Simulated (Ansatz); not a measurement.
## HgPt: do energies and stresses tell the same story?

Method: DFT PBEsol, scalar-relativistic, plane waves, PAW (Ansatz 0.2.0).

Settings: cutoff 420 eV, Γ-centred mesh 14×14×12 on the computed 2-atom cell, Gaussian smearing of 0.10 eV; no spin polarisation.

Relaxed cell: P4/mmm, a = 2.977 Å, b = 2.977 Å, c = 3.872 Å, α = 90.00°, β = 90.00°, γ = 90.00°, 2 atoms in the primitive cell. Whether it is the stable form of this composition wasn't checked.

Energies at zero smearing and pressures from the stress tensor, at volumes with shape and atoms relaxed:
```json
{"V (Å³/atom)": "15.099", "E − E(first) (meV/atom)": "0.00", "P (GPa)": "32.47"}
{"V (Å³/atom)": "15.614", "E − E(first) (meV/atom)": "-86.63", "P (GPa)": "21.83"}
{"V (Å³/atom)": "16.129", "E − E(first) (meV/atom)": "-142.21", "P (GPa)": "13.08"}
{"V (Å³/atom)": "16.643", "E − E(first) (meV/atom)": "-172.27", "P (GPa)": "5.90"}
{"V (Å³/atom)": "17.158", "E − E(first) (meV/atom)": "-181.39", "P (GPa)": "0.00"}
{"V (Å³/atom)": "17.673", "E − E(first) (meV/atom)": "-173.35", "P (GPa)": "-4.83"}
{"V (Å³/atom)": "18.188", "E − E(first) (meV/atom)": "-151.30", "P (GPa)": "-8.77"}
{"V (Å³/atom)": "18.874", "E − E(first) (meV/atom)": "-104.43", "P (GPa)": "-12.90"}
```

Problem. Check P = −dE/dV between neighbouring volumes, and get the bulk modulus from the pressures alone.

Solution. With 1 eV/Å³ = 160.2 GPa:
| middle V (Å³/atom) | −ΔE/ΔV (GPa) | mean P (GPa) |
| --- | --- | --- |
| 15.357 | 26.965 | 27.151 |
| 15.871 | 17.300 | 17.457 |
| 16.386 | 9.356 | 9.489 |
| 16.901 | 2.839 | 2.945 |
| 17.416 | -2.502 | -2.417 |
| 17.930 | -6.864 | -6.800 |
| 18.531 | -10.942 | -10.836 |

The two differ by 0.19 GPa at most. The mean of two end pressures misses the average over a step by about ΔV² P″/12, up to 0.17 GPa here; with that taken off 0.02 GPa remains. Around V = 17.158 Å³/atom, the two neighbours give B = −V ΔP/ΔV = 17.158 × 10.73 / 1.029 = 178.8 GPa, against B0 = 177.4 GPa from the Birch–Murnaghan fit of the energies.

Spin–orbit coupling is left out, which can shift energies with elements as heavy as these.